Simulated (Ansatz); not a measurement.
Theory: Ansatz 0.2.0, DFT PBE, scalar-relativistic, plane waves, PAW. Settings of the last relaxation (9-atom cell): 420 eV, 6×6×10 k points, Gaussian smearing of 0.10 eV, no spin polarisation.

Formation energies are uncorrected and refer to the elements' standard structures at the same level. The references include crystalline Br.

Question: Suggest a trial structure for a hexagonal metal made of Br, Ge and Li, with a formation energy near −0.16 eV/atom and a density near 3.72 g/cm³, in a cell of 9 atoms. Its symmetry should be P6/mmm (No. 191).

Answer: Li2GeBr6, space group P6/mmm (No. 191). Li is surrounded by 12 Br at 3.47 Å and 2 Li at 3.64 Å; Ge is surrounded by 12 Br at 3.54 Å and 2 Ge at 3.64 Å (long contacts); around Br lie 3 Br at 2.87–3.04 Å, 4 Li at 3.47 Å, 2 Ge at 3.54 Å and 2 Br at 3.64 Å.

Space group P6/mmm (No. 191). a = 8.946 Å, b = 8.946 Å, c = 3.640 Å, α = 90.00°, β = 90.00°, γ = 120.00°
| atom | site | symmetry | x | y | z |
| --- | --- | --- | --- | --- | --- |
| Li | 2c | -6m2 | 0.6667 | 0.3333 | 0.0000 |
| Ge | 1a | 6/mmm | 0.0000 | 0.0000 | 0.0000 |
| Br | 6k | m2m | 0.0000 | 0.3395 | 0.5000 |

- Volume per atom: 28.03 Å³
- Density: 3.72 g/cm³
- Energy over the elements: −0.16 eV/atom
- Gap on the 6×6×10 mesh of the 9-atom cell: 0 eV (a metal)

The structure comes from a generated guess, relaxed at this level; another structure or a mixture of phases may lie lower. Other answers may fit too; this one was computed.

The reference form of Br is held partly by dispersion forces, which this level lacks. Symmetry constrained the relaxation, so the result can be a saddle point.
